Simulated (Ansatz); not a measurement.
**Relaxing a structure of Pb**

The start is a relaxed Pb cell displaced along its unstable phonon at q = (0, 0, ½) of its primitive reciprocal cell (27i cm⁻¹), largest move 0.15 Å. A full variable-cell relaxation at zero pressure is run with PBEsol (plane waves to 420 eV, PAW, scalar-relativistic; Ansatz, a quantum-chemistry and plane-wave program). The first steps use a coarse 11×11×5 k-mesh.

Input geometry:
```yaml
crystal:
  lattice:
    - [1.67481, -2.90158, 0.00000]
    - [1.67481, 2.90158, 0.00000]
    - [0.00000, 0.00000, 6.39858]
  atoms:
    - { symbol: Pb, position: [0.02585, 0.97415, 0.00000] }
    - { symbol: Pb, position: [0.97415, 0.02585, 0.50000] }
```

Problem. What is the largest force in the starting geometry, and on which atom (counted from 1)?

Solution. 0.06 eV/Å, on Pb1, Pb2 (atoms numbered as listed).

Problem. How much energy is released per atom?

Solution. 0.09 eV/atom.

Problem. Does it find its way back to the structure it was made from?

Solution. It does not go back: it reaches P6₃/mmc (No. 194), hcp (Mg type), 0.10 eV/atom below the parent.

Problem. How do the shortest distances between atoms change?

Solution. The closest pairs of elements (up to four, under 3.6 Å), start → end: Pb–Pb 3.21 → 3.47 Å.

Problem. Is the relaxed structure metallic? Give its gap.

Solution. No gap (metallic).

Problem. Write out the relaxed structure.

Solution. 
```cif
data_Pb2
_chemical_formula_sum 'Pb2'
_space_group_name_H-M_alt 'P63/mmc'
_space_group_IT_number 194
_space_group_name_Hall '-P 6c 2c'
_cell_length_a 3.47215
_cell_length_b 3.47215
_cell_length_c 5.72794
_cell_angle_alpha 90.000
_cell_angle_beta 90.000
_cell_angle_gamma 120.000
loop_
_atom_site_label
_atom_site_type_symbol
_atom_site_symmetry_multiplicity
_atom_site_Wyckoff_symbol
_atom_site_fract_x
_atom_site_fract_y
_atom_site_fract_z
_atom_site_occupancy
Pb1 Pb 2 c 0.33333 0.66667 0.25000 1
```

Final values are on a 15×15×8 k-mesh of the relaxed cell. No spin polarisation in the result.

The run could not lose the symmetry of its start.

Of the parent cell (P6/mmm (No. 191)): it is a generated cell of Pb: the first start was made by placing the elements on the sites of a structure type, and the end was not matched to a known phase here, so it may be hypothetical. Known forms of Pb include space group No. 225.

The relaxed structure has the type that Pb is known to take under pressure; here it was relaxed at zero pressure, from a generated start.
